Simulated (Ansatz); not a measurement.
Ta4C3 (R3m), a vibration from a frozen displacement

The calculation used Ansatz, DFT PBEsol, scalar-relativistic, plane waves, PAW. The runs took a 420 eV cutoff, a Γ-centred 12×12×12 mesh and Gaussian smearing (0.15 eV). Spin–orbit coupling is left out, which matters for the heavy elements here. No spin polarisation. Energies are free energies at this smearing, counted from the undisturbed cell; pressure is positive in compression.

Reference structure (relaxed at this level; it needn't be the usual structure):

```xyz
7
Lattice="1.5516 0.8958 10.1645 -1.5516 0.8958 10.1645 0.0000 -1.7917 10.1645" Properties=species:S:1:pos:R:3 pbc="T T T"
Ta    0.0000    0.0000   11.3854
Ta    0.0000    0.0000   19.0420
Ta    0.0000    0.0000    6.3920
Ta    0.0000    0.0000   24.2240
C     0.0000    0.0000   15.3259
C     0.0000    0.0000   30.3721
C     0.0000    0.0000    2.5779
```

Atom 4 (Ta) is moved by x along the Cartesian unit vector (0.000, 0.000, 1.000); the cell and all other atoms stay fixed. The cell's volume is 84.77 Å³; the moved atoms weigh 180.948 u together and the others 578.877 u.

```csv
x (Å),ΔE (meV/cell),total force on the moved atoms along the move (eV/Å),pressure (GPa)
-0.2000,408.70,3.8653,1.5193
-0.1500,236.59,3.0140,0.7046
-0.1000,108.32,2.1024,0.1719
-0.0500,27.92,1.0976,-0.0804
0.0000,0.00,0.0057,-0.0428
0.0500,28.58,-1.1604,0.2990
0.1000,116.99,-2.3841,0.9547
0.1500,267.58,-3.6442,1.9283
0.1750,366.64,-4.2817,2.5344
0.2000,481.67,-4.9209,3.2195
```

**Question.** What frequency belongs to this motion?

**Answer.** The force constant is k = −dF/dx = 22.580 eV/Å², from the parabola through x = -0.0500, 0 and 0.0500. In every cell the moved atoms swing against the rest, so the mass is μ = m₁m₂/(m₁ + m₂) = 137.856 u, and ν̃ = 521.5 cm⁻¹ × √(|k|/μ) = 211 cm⁻¹. The pattern needn't be a normal mode: ν̃² is then a weighted mean of the squared nonzero frequencies at the zone centre of this cell, so it lies between the lowest and the highest of them.

**Question.** How far does the harmonic law reach?

**Answer.** At x = -0.200 Å, kx²/2 = 451.60 meV against the computed 408.70 meV (-9.5 %): the well softens in this direction at large amplitude.

In a metal these slopes depend on the k mesh and the smearing.